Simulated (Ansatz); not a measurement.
## Cold compression of Ru (diamond type)

```
Ru
1.0
     0.00000    2.67814    2.67814
     2.67814    0.00000    2.67814
     2.67814    2.67814    0.00000
Ru
2
Direct
  0.87500 0.87500 0.87500
  0.12500 0.12500 0.12500
```

The cell comes from a relaxation on PAW files under the same functional, begun from a prototype that needn't be the stable phase.

Its volume is scaled at fixed shape and fractional positions.

All numbers are LDA results (scalar-relativistic) from Ansatz 0.2.0, with a Γ-centred 13×13×13 k mesh, Fermi–Dirac smearing of 0.1 eV, no spin polarisation. Methods: LAPW: all electrons, basis error target 1 meV/atom; PAW: frozen-core files, cutoff 420 eV; crystal datasets: all electrons, by PAW datasets that the program makes for each cell; norm-conserving: pseudopotentials, cutoff 1197 eV; PAW (cutoff 300 eV): frozen-core files, cutoff 300 eV.

Energies are extrapolated to zero smearing and count from the unscaled cell; pressure is positive in compression; gaps take the mesh and a band path. No temperature or zero-point motion is included.

The PAW files were made under PBE. The structure type is held throughout; the real material can change phase at far lower pressure.

```tsv
V/V0	V (Å³/atom)	P LAPW (GPa)	ΔE LAPW (eV/atom)	P PAW − LAPW (GPa)	ΔE PAW − LAPW (meV/atom)
1.00	19.21	0.15	0.000	-0.14	0.0
0.90	17.29	26.2	0.142	-0.25	-2.3
0.80	15.37	?	?	?	?
0.70	13.45	155.0	2.015	-0.54	-12.0
0.60	11.53	310.0	4.701	-0.38	-18.0
0.50	9.60	617.6	10.047	-0.74	-22.1
0.40	7.68	1285	20.898	-12.61	-77.0
```

(1) Fit the Vinet equation to the LAPW pressures shown (residuals weighted by 1/(|P| + 0.03·Pmax)), and predict the pressure of the withheld row.

(2) From the table, what is the rise of the enthalpy H = E + pV up to the last row, and how stiff is the crystal between the last two rows?

(3) At the smallest volume, how far do crystal datasets and norm-conserving and PAW (cutoff 300 eV) lie from LAPW in pressure?

(4) How do the Löwdin populations by LAPW change from the unscaled cell to the last row?

## Answers

(1) The fit gives V0 = 19.24 Å³/atom, B0 = 187 GPa and B0′ = 4.91. At 15.37 Å³/atom, x = (V/V0)^(1/3) = 0.9279, and P = 3·B0·(1 − x)/x²·exp[1.5·(B0′ − 1)·(1 − x)] = 71.7 GPa. The run itself gave 72.2 GPa (-0.7 % off) and ΔE = 0.704 eV/atom.

(2) ΔH = 20.898 eV + (1285 GPa × 7.68 Å³ − 0.15 GPa × 19.21 Å³) × 0.006242 eV/(GPa·Å³) = 82.52 eV/atom, of which pV makes 75 %. The mean bulk modulus there is −ΔP/Δln V = 2990 GPa.

(3) crystal datasets: +0.01 GPa; norm-conserving: +30.91 GPa; PAW (cutoff 300 eV): -8.86 GPa, on a LAPW pressure of 1285 GPa.

(4) Ru 4s 1.96 → 1.87, Ru 5s 0.84 → 0.75, Ru 4p 5.98 → 5.91, Ru 4d 7.15 → 7.34 electrons an atom. These are projections on the shells that the free atoms fill; 0.13 e a cell lies outside them at the start and 0.28 e at the end.
